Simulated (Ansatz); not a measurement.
SnGe in space group P-6m2 (No. 187; Sn on 1a, Ge on 1f) under volume change, DFT-PBE in the program Ansatz with PAW potentials, shape and atoms relaxed at each volume.

```tsv
V (Å³/atom)	E − E(relaxed) (meV/atom)	P (GPa)
22.945	34.7	5.20
23.701	15.0	3.14
24.458	3.7	1.62
25.214	0.0	0.00
25.971	3.1	-1.27
26.727	9.3	-1.80
27.484	20.0	-2.76
```

**Question.** What does a third-order Birch–Murnaghan fit give for V₀, B₀ and B′?

**Answer.** V₀ = 25.26 Å³/atom, B₀ = 41.3 GPa, B′ = 5.8.

A made-up cell: these elements were put on the sites of a structure type; neither database checked (COD, Materials Project) lists it. Whether it is the stable phase at ambient conditions was not checked. The PBE relaxation kept the symmetry of its start; its stability against distortions is not shown here. Scalar-relativistic: spin–orbit coupling is off unless named, which matters more the heavier the elements.

Potentials: the earlier of the program's two PAW sets.
